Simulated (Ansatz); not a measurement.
AlIr in space group Cmcm (No. 63; Al on 4c, Ir on 4c) at seven volumes, r²SCAN (plane waves, PAW; program Ansatz), shape and atoms relaxed at each. One row is withheld.

```
V (Å³/atom)  P (GPa)
-----------  -------
12.714         25.86
13.133         15.74
13.553          7.21
13.972          0.00
14.391         -6.08
14.810        -11.19
15.229             ?
```

**Question.** Fit the shown pressures and predict the withheld one.

**Answer.** Third-order Birch–Murnaghan: P = (3/2)B₀(x^(7/2) − x^(5/2))[1 + (3/4)(B′ − 4)(x − 1)] with x = (V₀/V)^(2/3). Least squares on the six rows gives V₀ = 13.972 Å³/atom, B₀ = 220.1 GPa, B′ = 4.63. At V = 15.229, x = 0.9442 and P = -15.54 GPa. The run itself gave -15.41 GPa.

The start of the workflow was typed in or built on a structure type; neither database checked (COD, Materials Project) lists it. Its standing as an ambient phase is unchecked. The cell was relaxed with r²SCAN under the symmetry of its start; whether a distortion lowers the energy is not shown. The run is not spin-polarised. Scalar-relativistic: spin–orbit coupling is off unless named, which matters more the heavier the elements.

Potentials: the later of the program's two PAW sets.
